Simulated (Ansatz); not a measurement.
The calculation used Ansatz, DFT PBE, scalar-relativistic, plane waves, PAW. All cells share a 420 eV cutoff and Γ-centred k meshes spaced at most about 0.3 Å⁻¹ (about 0.25 or finer for metals, 2π included). No spin polarisation in the final relaxations.

These are static total energies at zero pressure. All come from trial cells, and lower structures may exist.

Problem. These unrelaxed guesses for SnGe₃Se₄ are each relaxed within their symmetry. Order them by the energy at which they end, lowest first.
A.

Space group R-3m:H (No. 166). a = 4.128 Å, b = 4.128 Å, c = 40.445 Å, α = 90.00°, β = 90.00°, γ = 120.00°
```csv
atom,site,symmetry,x,y,z
Sn,3a,-3m,0.0000,0.0000,0.0000
Ge,6c,3m,0.0000,0.0000,0.2500
Ge,3b,-3m,0.3333,0.6667,0.1667
Se,6c,3m,0.3333,0.6667,0.2917
Se,6c,3m,0.6667,0.3333,0.2083
```

B.

Space group I4/mmm (No. 139). a = 5.838 Å, b = 5.838 Å, c = 11.676 Å, α = 90.00°, β = 90.00°, γ = 90.00°
```json
{"atom": "Sn", "site": "2b", "symmetry": "4/mmm", "x": "0.5000", "y": "0.5000", "z": "0.0000"}
{"atom": "Ge", "site": "2a", "symmetry": "4/mmm", "x": "0.0000", "y": "0.0000", "z": "0.0000"}
{"atom": "Ge", "site": "4d", "symmetry": "-4m2", "x": "0.0000", "y": "0.5000", "z": "0.2500"}
{"atom": "Se", "site": "4e", "symmetry": "4mm", "x": "0.5000", "y": "0.5000", "z": "0.2500"}
{"atom": "Se", "site": "4c", "symmetry": "mmm.", "x": "0.0000", "y": "0.5000", "z": "0.0000"}
```

Solution. A (ends in R-3m, 0 meV/atom), B (ends in I4/mmm, 15 meV/atom).

Cells relaxed within their symmetry can be saddle points. Some types were kept out of the candidates beforehand, so the set may lack a known form.
